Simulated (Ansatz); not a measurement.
Sc (fcc, Cu type)

Space group Fm-3m (No. 225); a = b = c = 4.5528 Å, α = β = γ = 90.00°

```csv
atom,site,symmetry,x,y,z
Sc,4a,m-3m,0.0000,0.0000,0.0000
```
(The calculation used a cell of 1 atom; values per cell refer to that cell.)

The relaxed cell is deformed in two ways at once: its volume V is scaled, and at that volume it is stretched along z (the c axis of the conventional cell) so that c/a changes. Fractional atomic positions are held.

These are PBEsol (plane waves to 420 eV, PAW, scalar-relativistic; Ansatz, a first-principles code) values and carry that method's errors. k mesh 18×18×18 (Γ-centred), Fermi-Dirac smearing 0.05 eV. Compression counts positive. With partly filled bands, the response to shear is sensitive to the k mesh, so small differences along c/a are uncertain. Sc is run without spin polarisation. Sc was relaxed with its symmetry unable to fall. This is one of several known forms of Sc; the measured ambient cells at hand have space group No. 194. 

What P (GPa) does the calculation give at all points of the grid V/V₀ = 0.960, 0.973, 0.987, 1.000, 1.013, 1.027, 1.040 by (c/a)/(c/a)₀ = 0.920, 0.947, 0.973, 1.000, 1.027, 1.053, 1.080?

P (GPa), with V/V₀ across and (c/a)/(c/a)₀ down:

```tsv
(c/a)/(c/a)₀ \ V/V₀	0.960	0.973	0.987	1.000	1.013	1.027	1.040
0.920	2.4	1.5	0.7	0.0	-0.7	-1.3	-2.0
0.947	2.3	1.5	0.7	0.0	-0.7	-1.3	-2.0
0.973	2.3	1.5	0.7	0.0	-0.7	-1.3	-2.0
1.000	2.3	1.5	0.7	0.0	-0.7	-1.3	-2.0
1.027	2.3	1.5	0.7	0.0	-0.7	-1.4	-2.0
1.053	2.3	1.5	0.7	0.0	-0.7	-1.4	-2.0
1.080	2.3	1.5	0.7	0.0	-0.7	-1.4	-2.0
```

(Under strain, the slope of the energy per volume gives the stress and its curvature an elastic modulus.)
